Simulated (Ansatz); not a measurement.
Method: r2SCAN, no spin polarisation; PAW, plane waves to 500 eV, 8×8×8 Γ-centred mesh, fermi-dirac occupations (width 0.1 eV) (Ansatz 0.2.0), atoms fixed.

Computed maps in the lattice plane spanned by a (left to right, 5.49 Å, 17 points from zero) and b (bottom to top, 5.49 Å, 17 points from zero), 94° apart, at height 0.500 along c. The fields are smooth PAW ones with compensation charges, not the true ones near nuclei.

Valence density. Digits on a logarithmic scale: 0 up to 0.03 e/Å³, each further digit a factor of 1.6, 9 from 1.3 e/Å³ up:
```
22345679999654432
23478878996567653
34799996665799975
45899996445899996
55899996435999996
87799974334799987
99866643223577779
99964432222345699
99965432222344699
99777753223466689
87899974334799977
56999995346999985
46999985446999985
35799975666999974
23567656998788743
22344569999765432
22234589999854322
```

ELF. Ten even steps from '0' (0.03) to '9' (0.94):
```
00011015984000100
00267610550036630
00688870110588872
01784684002885783
00686784003875781
20178862002788830
85004420001366204
99500000110000048
98400000110000059
84026631000244005
20388872002688710
01875783004876860
03875882004864871
02788850110788860
00366300550167620
00010004895101100
11000048998400001
```

**Question.** The cell is LuCrF3. Which atoms lie within 0.2 Å of this plane, and where (fractions of a and b)?

**Answer.** F at (0.75, 0.25), F at (0.25, 0.75), Cr at (0.50, 0.00), Cr at (0.00, 0.50), F at (0.23, 0.27), F at (0.77, 0.73). The whole cell:
```yaml
crystal:
  lattice:
    - [-2.83416, 2.83416, 3.75651]
    - [2.83416, -2.83416, 3.75651]
    - [2.83416, 2.83416, -3.75651]
  atoms:
    - { symbol: F, position: [0.75000, 0.25000, 0.50000] }
    - { symbol: F, position: [0.25000, 0.75000, 0.50000] }
    - { symbol: Cr, position: [0.50000, 0.00000, 0.50000] }
    - { symbol: Cr, position: [0.00000, 0.50000, 0.50000] }
    - { symbol: Lu, position: [0.25000, 0.25000, 0.00000] }
    - { symbol: Lu, position: [0.75000, 0.75000, 0.00000] }
    - { symbol: F, position: [0.73200, 0.23200, 0.96400] }
    - { symbol: F, position: [0.23200, 0.26800, 0.50000] }
    - { symbol: F, position: [0.26800, 0.76800, 0.03600] }
    - { symbol: F, position: [0.76800, 0.73200, 0.50000] }
```

Origin: a known structure type with other elements, at an estimated volume, so it need not be a known compound. Caveats: no spin polarisation, so a magnetic state may lie lower; atoms or cell far from equilibrium.
